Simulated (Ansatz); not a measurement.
A geometry of Rb₂P₃ away from equilibrium: step 2 of the relaxation of a relaxed Rb2P3 cell shaken by Gaussian noise of σ = 0.08 Å a coordinate. The numbers are results of r2SCAN (plane waves to 500 eV, PAW, scalar-relativistic; Ansatz, a program for electronic structure), not measurements. Γ-centred k-mesh 4×4×4 on the run's cell (coarser than for final values), Fermi–Dirac smearing 0.05 eV.

```
CELL_PARAMETERS angstrom
      0.00521     4.82892     7.37511
      4.53580    -0.00695     7.38287
      4.52640     4.83196     0.00119
ATOMIC_POSITIONS crystal
  Rb 0.25003 0.25309 0.24013
  Rb 0.75812 0.74953 0.74065
  Rb 0.71779 0.28378 0.72089
  Rb 0.27923 0.72141 0.28316
  P  0.83266 0.87050 0.14394
  P  0.15085 0.14023 0.85935
  P  0.73646 0.12914 0.27139
  P  0.28328 0.87295 0.69961
  P  0.13223 0.73024 0.86299
  P  0.87024 0.28666 0.13114
```

Task: Give the Cartesian forces on all atoms (eV/Å).

Result: 
```json
[
 {"atom": "Rb1", "Fx": "0.06", "Fy": "0.00", "Fz": "0.10"},
 {"atom": "Rb2", "Fx": "0.03", "Fy": "-0.02", "Fz": "0.00"},
 {"atom": "Rb3", "Fx": "-0.01", "Fy": "-0.04", "Fz": "0.02"},
 {"atom": "Rb4", "Fx": "-0.13", "Fy": "-0.07", "Fz": "-0.04"},
 {"atom": "P5", "Fx": "-0.94", "Fy": "0.11", "Fz": "0.97"},
 {"atom": "P6", "Fx": "-0.37", "Fy": "0.00", "Fz": "0.90"},
 {"atom": "P7", "Fx": "1.10", "Fy": "0.02", "Fz": "-0.36"},
 {"atom": "P8", "Fx": "0.93", "Fy": "0.08", "Fz": "-0.50"},
 {"atom": "P9", "Fx": "-0.11", "Fy": "0.05", "Fz": "-0.60"},
 {"atom": "P10", "Fx": "-0.57", "Fy": "-0.13", "Fz": "-0.50"}
]
```

Task: What is the pressure?

Result: -0.2 GPa, compression positive.

Task: How far above the relaxed end point is this geometry?

Result: 0.02 eV/atom; the path ends in Fmmm (No. 69).

No spin polarisation in the result.

The cell that was disturbed is our relaxation of an entry of Materials Project.
